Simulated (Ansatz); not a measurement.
A plane-wave DFT run in Ansatz 0.2.0 (scalar-relativistic PAW potentials unless the input names others): input and command.

```yaml
crystal:
  lattice:
    - [4.9597006449, -2.8601687347, 0.0]
    - [4.9597006449, 2.8601687347, 0.0]
    - [0.0, 0.0, 5.3352937735]
  atoms:
    - { symbol: In, position: [0.3249268371, 0.6750731629, 0.9893291419] }
    - { symbol: In, position: [0.6750731629, 0.3249268371, 0.4893291419] }
    - { symbol: Ga, position: [0.0071126691, 0.3339676091, 0.9925198885] }
    - { symbol: Ga, position: [0.6660323909, 0.9928873309, 0.9925198885] }
    - { symbol: Ga, position: [0.9928873309, 0.6660323909, 0.4925198885] }
    - { symbol: Ga, position: [0.3339676091, 0.0071126691, 0.4925198885] }
    - { symbol: "N", position: [0.0270826275, 0.3336401505, 0.3589102862] }
    - { symbol: "N", position: [0.6663598495, 0.9729173725, 0.3589102862] }
    - { symbol: "N", position: [0.9729173725, 0.6663598495, 0.8589102862] }
    - { symbol: "N", position: [0.3336401505, 0.0270826275, 0.8589102862] }
    - { symbol: "N", position: [0.3073726085, 0.6926273915, 0.3958115087] }
    - { symbol: "N", position: [0.6926273915, 0.3073726085, 0.8958115087] }
basis:
  ecutwfc: 500
kpoints:
  mp_grid: { grid: [6, 6, 6] }
hamiltonian:
  xc: r2scan
scf:
  occupations: { method: gaussian, width: 0.02 }
  initial_density: { chi_scale: 0.0 }
output:
  forces: true
  eigenvalues: true
  stress: true
```

```bash
ansatz run input.yaml --threads 2 --pin off --max-ram 5120MiB --backend cpu --events-out ev --progress --plain --runs-dir out
```

Abridged log:
```
Basis set: ecut = 500 eV, 3847 PW (Γ), exchange–correlation on 180×180×160 points (64 copies of the dense FFT grid, shifted against one another)
Bands: 66, of which v1, the nominal top of the filled ones, is band 54 counted from 1 (53 counted from 0)
Symmetry: 4 space group operations
k-points: 52 of 216 (time reversal used)
SCF iter   1: F=—  HF=-28708.849633 eV  |F-HF|=—  |Δ(HF+E_count)|=         —  Δρ=1.47e-1  dr2=4.04e1  dr2_τ=3.55e0  ethr=3.10e-3  ⟨swp⟩=5.6  Hψ=11671  notcnv=0  defer=6
SCF iter   2: F=—  HF=-28698.517056 eV  |F-HF|=—  |Δ(HF+E_count)|=    1.03e1  Δρ=4.91e-2  dr2=2.58e0  dr2_τ=9.64e-1  ethr=3.10e-3  ⟨swp⟩=3.3  Hψ=7582  notcnv=0  defer=301
SCF iter   3: F=—  HF=-28699.025465 eV  |F-HF|=—  |Δ(HF+E_count)|=   5.08e-1  Δρ=2.49e-2  dr2=6.49e-1  dr2_τ=2.50e-2  ethr=2.39e-3  ⟨swp⟩=3.0  Hψ=5862  notcnv=0  defer=155
automatic band count: iteration 3 solves 63 bands in place of 66: the levels show a gap, and the empty bands left out lie too high to hold charge; the band table lists the bands solved (type scf.n_extra_bands for more)
SCF iter   4: F=—  HF=-28699.098034 eV  |F-HF|=—  |Δ(HF+E_count)|=   7.26e-2  Δρ=6.75e-3  dr2=4.51e-2  dr2_τ=2.42e-3  ethr=6.01e-4  ⟨swp⟩=2.7  Hψ=6004  notcnv=0  defer=155
SCF iter   5: F=—  HF=-28699.061625 eV  |F-HF|=—  |Δ(HF+E_count)|=   3.64e-2  Δρ=2.03e-3  dr2=4.32e-3  dr2_τ=2.69e-4  ethr=4.17e-5  ⟨swp⟩=3.0  Hψ=6482  notcnv=0  defer=155
SCF iter   6: F=—  HF=-28699.063402 eV  |F-HF|=—  |Δ(HF+E_count)|=   1.78e-3  Δρ=6.79e-4  dr2=8.40e-4  dr2_τ=6.47e-5  ethr=4.00e-6  ⟨swp⟩=2.5  Hψ=5883  notcnv=0  defer=155
SCF iter   7: F=—  HF=-28699.063313 eV  |F-HF|=—  |Δ(HF+E_count)|=   8.91e-5  Δρ=2.78e-4  dr2=1.20e-4  dr2_τ=1.24e-5  ethr=7.78e-7  ⟨swp⟩=2.0  Hψ=5493  notcnv=0  defer=155
SCF iter   8: F=—  HF=-28699.063299 eV  |F-HF|=—  |Δ(HF+E_count)|=   1.45e-5  Δρ=7.97e-5  dr2=9.33e-6  dr2_τ=8.63e-7  ethr=1.11e-7  ⟨swp⟩=2.0  Hψ=5897  notcnv=0  defer=155
SCF iter   9: F=—  HF=-28699.063220 eV  |F-HF|=—  |Δ(HF+E_count)|=   7.86e-5  Δρ=1.44e-5  dr2=3.01e-7  dr2_τ=9.08e-9  ethr=8.64e-9  ⟨swp⟩=2.0  Hψ=5986  notcnv=0  defer=155
SCF iter  10: F=-28699.063220 eV  HF=-28699.063220 eV  |F-HF|=8.35e-9  |Δ(HF+E_count)|=   1.05e-7  Δρ=4.58e-6  dr2=2.99e-8  dr2_τ=1.72e-9  ethr=9.26e-11  ⟨swp⟩=13.2  Hψ=15031  notcnv=0
SCF 1 converged in 10 iterations: F = -28699.063220 eV  dr2 = 2.99e-8
SCF converged after 10 iterations
Free energy (F): -28699.063220 eV
Harris-Foulkes:  -28699.063220 eV  (|F-HF|=8.35e-9)
Internal energy: -28699.063220 eV  (E = F + TS)
E sigma→0 (E₀):  -28699.063220 eV
Fermi energy:    10.220280 eV
--- Forces (eV/Å), atoms counted from 1 ---
  atom   1  In     0.00000000    -0.00073624     0.00003127
  atom   2  In     0.00000000     0.00073624     0.00003127
  atom   3  Ga    -0.00120427     0.00044641    -0.00047408
  atom   4  Ga     0.00120427     0.00044641    -0.00047408
  atom   5  Ga     0.00120427    -0.00044641    -0.00047408
  atom   6  Ga    -0.00120427    -0.00044641    -0.00047408
  atom   7  N      0.00026898    -0.00018247     0.00039314
  atom   8  N     -0.00026898    -0.00018247     0.00039314
  atom   9  N     -0.00026898     0.00018247     0.00039314
  atom  10  N      0.00026898     0.00018247     0.00039314
  atom  11  N      0.00000000     0.00010351     0.00011660
  atom  12  N      0.00000000    -0.00010351     0.00011660
--- Stress (GPa, compression-positive) ---
       -0.009412       0.000000       0.000000
        0.000000      -0.003196       0.000000
        0.000000       0.000000      -0.004074
  P = ⅓ Tr σ = -0.0056 GPa (-0.056 kbar)
```

Apart from outputs, empty bands and the relaxation, which only the reference makes, the input differs from a reference run on usual settings in scf.initial_density.chi_scale: not typed → 0.0. The reference, at the same geometry, ended its own course with pressure -0.01 GPa, largest force 0.001 eV/Å, gap on the mesh 1.39 eV. This run converged in 10 SCF iterations with an energy at zero smearing within 0.01 meV/atom of the reference's, pressure -0.01 GPa, largest force 0.001 eV/Å, gap on the mesh 1.39 eV.

The run took 91 s on 2 threads of Intel(R) Xeon(R) Processor @ 2.50GHz (Skylake/Cascade Lake) (shared host), peak memory 0.99 GiB.